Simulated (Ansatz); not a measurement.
From three elastic constants to directional properties of NbH2

Computed with DFT LDA, scalar-relativistic, plane waves, PAW (Ansatz). Plane waves to 420 eV; Γ-centred k mesh 16×16×16; Fermi-Dirac smearing of 0.15 eV. No spin polarisation.

Equilibrium structure at this level:
```cif
data_structure
_symmetry_space_group_name_H-M 'Fm-3m'
_symmetry_Int_Tables_number 225
_cell_length_a 4.4979
_cell_length_b 4.4979
_cell_length_c 4.4979
_cell_angle_alpha 90.000
_cell_angle_beta 90.000
_cell_angle_gamma 90.000
_cell_volume 91.00
loop_
_atom_site_label
_atom_site_type_symbol
_atom_site_symmetry_multiplicity
_atom_site_Wyckoff_symbol
_atom_site_fract_x
_atom_site_fract_y
_atom_site_fract_z
_atom_site_occupancy
Nb1 Nb 4 a 0.00000 0.00000 0.00000 1
H1 H 8 c 0.25000 0.75000 0.75000 1
```

In a metal, frequencies and elastic constants depend on the k mesh and the smearing, soft modes and shear constants most.

With ions relaxed, on the cubic axes: C11 = 290.7, C12 = 151.7, C44 = 88.8 GPa. The density is 6.929 g/cm³.

Question: Is the crystal stable against strain, and how anisotropic is it?

Answer: Born's conditions hold: C11 + 2C12 = 594.0, C11 − C12 = 139.1 and C44 = 88.8 GPa are all positive. B = (C11 + 2C12)/3 = 198.0 GPa. The two shear moduli are C44 and C′ = (C11 − C12)/2 = 69.5 GPa, so Zener's ratio is A = C44/C′ = 1.28: the tetragonal shear C′ is the soft one, as in many fcc and bcc metals and zincblende crystals. The Cauchy pressure C12 − C44 is 62.9 GPa; it would vanish for pair forces between atoms on inversion centres at zero pressure, and a positive value is usual with metallic or many-body binding, and where atoms off inversion centres relax under shear, which lowers C44.

Question: Give the sound speeds along the three symmetry directions.

Answer: The Christoffel equation gives ρv² for each branch:
```csv
direction,branch,ρv²,GPa,v (m/s)
[100],L,C11,290.7,6478
[100],T (×2),C44,88.8,3580
[110],L,(C11 + C12 + 2C44)/2,310.0,6689
[110],"T, u ∥ [001]",C44,88.8,3580
[110],"T, u ∥ [1-10]",(C11 − C12)/2,69.5,3168
[111],L,(C11 + 2C12 + 4C44)/3,316.4,6758
[111],T (×2),(C11 − C12 + C44)/3,76.0,3311
```

Question: How does Young's modulus depend on direction?

Answer: Inverting gives S11 = 5.355, S12 = -1.836, S44 = 11.261 TPa⁻¹. Along a unit vector (l, m, n), 1/E = S11 − 2(S11 − S12 − S44/2)(l²m² + m²n² + n²l²), where the last bracket is 0, 1/4 and 1/3 for [100], [110] and [111]: E = 187, 219 and 232 GPa. With A > 1 the body diagonal is stiffest. For a film on (001), the biaxial modulus is C11 + C12 − 2C12²/C11 = 284 GPa and the normal strain is −2C12/C11 = -1.04 times the in-plane one.